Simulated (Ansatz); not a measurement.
Theory: Ansatz 0.2.0, DFT PBE, scalar-relativistic, plane waves, PAW. Cutoff 420 eV, Γ-centred meshes of about 0.25 Å⁻¹ or finer for metals and 0.3 Å⁻¹ for insulators (2π included), Gaussian smearing. No spin polarisation.

All energies are static (0 K, no zero-point motion).

Compare these two cells of Sn₂TeO₃, each relaxed at this level.

A.

```cif
data_structure
_symmetry_space_group_name_H-M 'Immm'
_symmetry_Int_Tables_number 71
_cell_length_a 3.4708
_cell_length_b 4.0994
_cell_length_c 18.7796
_cell_angle_alpha 90.000
_cell_angle_beta 90.000
_cell_angle_gamma 90.000
_cell_volume 267.20
loop_
_atom_site_label
_atom_site_type_symbol
_atom_site_symmetry_multiplicity
_atom_site_Wyckoff_symbol
_atom_site_fract_x
_atom_site_fract_y
_atom_site_fract_z
_atom_site_occupancy
Sn1 Sn 4 j 0.00000 0.50000 0.68682 1
Te1 Te 2 d 0.00000 0.50000 0.00000 1
O1 O 2 a 0.00000 0.00000 0.00000 1
O2 O 4 i 0.00000 0.00000 0.74120 1
```

B.

```cif
data_structure
_symmetry_space_group_name_H-M 'Amm2'
_symmetry_Int_Tables_number 38
_cell_length_a 3.2513
_cell_length_b 7.0943
_cell_length_c 9.1331
_cell_angle_alpha 90.000
_cell_angle_beta 90.000
_cell_angle_gamma 90.000
_cell_volume 210.66
loop_
_atom_site_label
_atom_site_type_symbol
_atom_site_symmetry_multiplicity
_atom_site_Wyckoff_symbol
_atom_site_fract_x
_atom_site_fract_y
_atom_site_fract_z
_atom_site_occupancy
Sn1 Sn 2 a 0.00000 0.50000 0.54528 1
Sn2 Sn 2 b 0.50000 0.50000 0.93650 1
Te1 Te 2 a 0.00000 0.50000 0.20683 1
O1 O 4 e 0.50000 0.18575 0.00508 1
O2 O 2 a 0.00000 0.50000 0.78124 1
```

Task: Which form is favoured at zero pressure, and by what margin per atom?

Result: A is lower, by 20 meV/atom. A has space group Immm (No. 71), 22.3 Å³/atom and no gap on its mesh; B has space group Amm2 (No. 38), 17.6 Å³/atom and no gap. Counting O or Te atoms around Sn (for each partner element, those within 1.25 times its shortest distance or 1.15 times the sum of covalent radii, where it is the nearest in units of that sum or under 1.3; a plus sign parts groups by distance over the sum of covalent radii; a slash parts the counts of unlike sites), A has Sn 4 and B has Sn 6/6+2. In A, Sn is surrounded by 4 O at 2.20–2.29 Å; Te has 2 O at 2.05 Å; O on a site of symmetry mmm has 2 Te at 2.05 Å; 1 more site not described. In B, around Sn on its first site lie 5 O at 2.12–2.15 Å, 1 Te at 3.09 Å, 2 Sn at 3.25 Å and 2 Te at 3.84 Å; Te is surrounded by 3 Sn at 2.96–3.09 Å, 2 Te at 3.25 Å and 8 O at 3.32–3.44 Å; around O on a site of symmetry m lie 2 Sn at 2.12 Å, 1 Sn at 2.32 Å, 1 O at 2.64 Å, 6 O at 3.25–3.43 Å and 4 Te at 3.32–3.44 Å; 2 more sites not described. Both come from trial cells of a structure search, whose lowest cell (P3m1, 21.1 Å³/atom) lies 81 meV/atom below the lower of the two.

For metals, differences of a few meV/atom aren't resolved. Weakly bound directions are ill-defined at this level, which has no dispersion term (Immm), and this can change margins and order among such cells. These runs have no spin–orbit coupling, which can matter for Te. The zero gap of Immm may come from the functional, which often closes small gaps. Cells relaxed within their symmetry can be saddle points. Some structure types and database cells were kept out of the candidates from the start, so a known form may be missing.
